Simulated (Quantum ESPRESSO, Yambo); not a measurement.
# Quasiparticle gap of Ta₂O₅

```
Ta2O5
1.0
    3.84141     0.00000     0.00000
    0.00000     3.86272     0.00000
   -1.81894     0.00000     6.52896
O Ta
5 2
Direct
  0.66212   0.50000   0.79833
  0.33788   0.50000   0.20167
  0.18976   0.00000   0.87062
  0.81024   0.00000   0.12938
  0.50000   0.00000   0.50000
  0.64953   0.00000   0.79131
  0.35047   0.00000   0.20869
```

The geometry is that of Materials Project entry mp-1238961, symmetrised and not relaxed again.

Starting point: LDA (pw.x of Quantum ESPRESSO, ONCV potentials, no spin-orbit coupling). G0W0 in Yambo: 4×4×2 Γ-centred k mesh, bands 3 to 189 and a 8 Ry block in the screening, 189 bands in G with the Bruneval-Gonze terminator, plasmon pole fitted at 27.2 eV.

The LDA gap along the band path is 2.13 eV, the LDA gap between the mesh's edge points ((-0.5, -0.5, -0.5) → (0, 0, -0.5)) comes out as 2.13 eV and the G0W0 gap between the same points is 3.80 eV. The LDA smallest direct gap on the mesh (at Γ) is 2.80 eV and the G0W0 direct gap at that point is 4.50 eV.

```tsv
k point	band	E LDA (eV)	E QP (eV)	shift (eV)	Z
Γ	VB	-0.63	-1.13	-0.50	0.77
Γ	CB	2.17	3.37	1.20	0.83
(0, 0, -0.5)	VB	-0.81	-1.33	-0.52	0.77
(0, 0, -0.5)	CB	2.13	3.32	1.19	0.83
(0, -0.5, -0.5)	VB	-0.34	-0.86	-0.52	0.77
(0, -0.5, -0.5)	CB	4.08	5.38	1.30	0.81
(-0.5, 0, 0)	VB	-0.79	-1.32	-0.54	0.77
(-0.5, 0, 0)	CB	2.43	3.67	1.24	0.83
(-0.5, 0, -0.5)	VB	-0.77	-1.31	-0.54	0.77
(-0.5, 0, -0.5)	CB	2.45	3.69	1.23	0.83
(-0.5, -0.5, 0)	VB	-0.03	-0.50	-0.47	0.77
(-0.5, -0.5, 0)	CB	3.15	4.46	1.31	0.82
(-0.5, -0.5, -0.5)	VB	0.00	-0.47	-0.47	0.77
(-0.5, -0.5, -0.5)	CB	3.09	4.40	1.31	0.82
```

Energies count from the LDA valence-band maximum.

Nearest settings tried, and what they do to the gap: 124 bands in W, 124 bands in G: +53 meV; 7 Ry block (205 vectors against 259): -28 meV. Not varied: mesh. So the settings aren't converged at that level.

Spin-orbit coupling is left out, which matters for elements this heavy: edges can move by tenths of an eV.

The structure is a Materials Project entry; no match was found in the copy of COD used, and its stability was not checked.
